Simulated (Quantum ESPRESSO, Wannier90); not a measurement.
**RbH (rock salt), plane waves to Wannier functions**

```xyz
2
Lattice="0.0000 3.0041 3.0041 3.0041 0.0000 3.0041 3.0041 3.0041 0.0000" Properties=species:S:1:pos:R:3 pbc="T T T"
Rb     3.0041     3.0041     3.0041
H      0.0000     0.0000     0.0000
```

Materials Project entry mp-24721; symmetrised, unrelaxed at this level. COD (Crystallography Open Database) has an entry of this formula and space group (matched by these alone). Method: PBEsol plane waves in Quantum ESPRESSO 7.5 (PseudoDojo norm-conserving files, 58 Ry, no spin polarisation, no spin-orbit coupling), Bloch states on a 10×10×10 mesh through Γ, Wannier90 4.0.1. Density: 10×10×10 mesh, cold smearing 0.01 Ry.

Band 5 is isolated and gives one Wannier function a cell (H2 1s 78 %, Rb1 5s 17 %; spread 2.14 Å²). Its on-site energy is ε = -0.576 eV relative to the valence-band maximum, and its hoppings t(R) = t(−R) to the nearer images are (images within this range that aren't listed have |t| under 5 meV):

```json
[
 {"R (lattice vectors; −R alike)": "0 0 1", "distance (Å)": "4.25", "t (eV)": "-0.083"},
 {"R (lattice vectors; −R alike)": "0 1 -1", "distance (Å)": "4.25", "t (eV)": "-0.083"},
 {"R (lattice vectors; −R alike)": "0 1 0", "distance (Å)": "4.25", "t (eV)": "-0.083"},
 {"R (lattice vectors; −R alike)": "1 -1 0", "distance (Å)": "4.25", "t (eV)": "-0.083"},
 {"R (lattice vectors; −R alike)": "1 0 -1", "distance (Å)": "4.25", "t (eV)": "-0.083"},
 {"R (lattice vectors; −R alike)": "1 0 0", "distance (Å)": "4.25", "t (eV)": "-0.083"},
 {"R (lattice vectors; −R alike)": "1 -1 -1", "distance (Å)": "6.01", "t (eV)": "-0.087"},
 {"R (lattice vectors; −R alike)": "1 -1 1", "distance (Å)": "6.01", "t (eV)": "-0.087"},
 {"R (lattice vectors; −R alike)": "1 1 -1", "distance (Å)": "6.01", "t (eV)": "-0.087"}
]
```

Problem. Work out the band energy at Γ, X, U, K from these numbers.

Solution. For one orbital E(k) = ε + Σ_R 2 t(R) cos(2π k·R), the sum over the listed R.
- Γ, k = (0.000, 0.000, 0.000): E = -0.576 + (-0.083)·(12.00) + (-0.087)·(6.00) = -2.09 eV; pw.x: -1.95 eV
- X, k = (0.500, 0.000, 0.500): E = -0.576 + (-0.083)·(-4.00) + (-0.087)·(6.00) = -0.77 eV; pw.x: -0.77 eV
- U, k = (0.625, 0.250, 0.625): E = -0.576 + (-0.083)·(-3.66) + (-0.087)·(2.00) = -0.45 eV; pw.x: -0.46 eV
- K, k = (0.375, 0.375, 0.750): E = -0.576 + (-0.083)·(-3.66) + (-0.087)·(2.00) = -0.45 eV; pw.x: -0.46 eV

At these points the listed shells miss the plane-wave band by up to 0.15 eV, of a width of 1.95 eV on the path. With all its hoppings the model misses the band by 0.5 meV at worst on the whole path, so most of the miss comes from the hoppings not listed.
